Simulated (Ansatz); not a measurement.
Given:

As (A7 type, space group R-3m)

```
CELL_PARAMETERS angstrom
      1.87953     1.08515     3.57829
     -1.87953     1.08515     3.57829
      0.00000    -2.17030     3.57829
ATOMIC_POSITIONS crystal
  As 0.22595 0.22595 0.22595
  As 0.77405 0.77405 0.77405
```

This relaxed cell (volume V₀) is scaled evenly in all directions, its shape held. The atoms relax within the cell's symmetry.

Computed with r2SCAN+rVV10 (plane waves to 500 eV, PAW, scalar-relativistic; Ansatz, an electronic-structure program). k mesh 15×15×15 (Γ-centred), Fermi-Dirac smearing 0.05 eV. Energies are smeared free energies. Stress and pressure are positive under compression. With the shape held, the modulus is that of even scaling; a crystal free to change shape is softer. As was relaxed with its symmetry unable to fall. The PAW data are Ansatz's earlier set. The zero of ΔE is the relaxed starting cell.

The scan covers V/V₀ from 0.900 to 1.100 in 9 points.

Problem. What pressure does the cell carry at V/V₀ = 0.900?

Solution. 7.0 GPa.

Problem. What is ΔE at V/V₀ = 0.900?

Solution. 45 meV/atom.

Problem. What is ΔE at V/V₀ = 1.100?

Solution. 34 meV/atom.

(Under strain, the slope of the energy per volume gives the stress and its curvature an elastic modulus.)
